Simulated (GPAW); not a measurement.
**Fitting the LDA energy curve of IrCo3**

Space group Pm-3m (No. 221). a = 3.583 Å, b = 3.583 Å, c = 3.583 Å, α = 90.00°, β = 90.00°, γ = 90.00°
```csv
atom,site,symmetry,x,y,z
Ir,1a,m-3m,0.0000,0.0000,0.0000
Co,3c,4/mm.m,0.5000,0.5000,0.0000
```

The cell comes from a database or a generator and needn't be the stable form of this composition.

The cell was scaled at fixed shape and fractions and run with GPAW, the program's PAW data sets (release 1.2.1) made for this functional, cutoff 600 eV; LDA, k mesh 6 × 6 × 6 on the cell of 4 atoms, fermi-dirac occupations of 0.05 eV, collinear spin, ferromagnetic start, no spin-orbit coupling. Energies are those that the program minimises, any entropy of the smearing included. For a metal such a mesh isn't converged to the digits shown. The magnetic state is the one that the start led to, which needn't be the lowest.

```tsv
V (Å³/atom)	energy over the lowest row (meV/atom)
10.8056	0.00
11.0355	0.52
11.2654	9.61
11.4953	26.48
11.7252	49.76
11.9551	?
12.1850	111.70
```

Question: Fit the third-order Birch-Murnaghan form, give V0, B0 and B′, and predict the energy left open.

Answer: With y = (V0/V)^(2/3), E = E0 + (9 V0 B0/16) [(y - 1)³ B′ + (y - 1)² (6 - 4y)]. Least squares through the rows shown give V0 = 10.9092 Å³/atom, E0 = -0.97 meV, B0 = 317.9 GPa (1 eV/Å³ = 160.218 GPa) and B′ = 6.37, with a largest miss of 0.08 meV, so B0 and B′ are loose. At V = 11.9551 the form with these constants gives 78.41 meV; the run gave 78.48 meV an atom.
